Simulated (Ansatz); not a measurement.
A structure of CsCdCl3 relaxed with r2SCAN (plane waves to 500 eV, PAW, scalar-relativistic; Ansatz, an electronic-structure program); single points at other levels follow on the same geometry (Ansatz, PAW; HSE06 at 420 eV on a 4×4×4 k-mesh; no spin-orbit coupling). Space group Pm-3m (No. 221).

```cif
data_CdCl3Cs
_chemical_formula_sum 'Cs1 Cd1 Cl3'
_space_group_name_H-M_alt 'P 1'
_space_group_IT_number 1
_cell_length_a 5.25760
_cell_length_b 5.25760
_cell_length_c 5.25760
_cell_angle_alpha 90.000
_cell_angle_beta 90.000
_cell_angle_gamma 90.000
loop_
_space_group_symop_operation_xyz
  'x, y, z'
loop_
_atom_site_label
_atom_site_type_symbol
_atom_site_fract_x
_atom_site_fract_y
_atom_site_fract_z
_atom_site_occupancy
Cs1 Cs 0.50000 0.50000 0.50000 1
Cd1 Cd 0.00000 0.00000 0.00000 1
Cl1 Cl 0.00000 0.50000 0.00000 1
Cl2 Cl 0.50000 0.00000 0.00000 1
Cl3 Cl 0.00000 0.00000 0.50000 1
```

```
level   gap (eV)      kind  conduction minimum
------  --------  --------  ------------------
r2SCAN      2.48  indirect                   Γ
HSE06       3.14         –                   Γ
```

HSE06 gaps come from a coarse mesh plus a few chosen points, so they may be too large. No spin polarisation in the result.

The run could not lose the symmetry of its start.
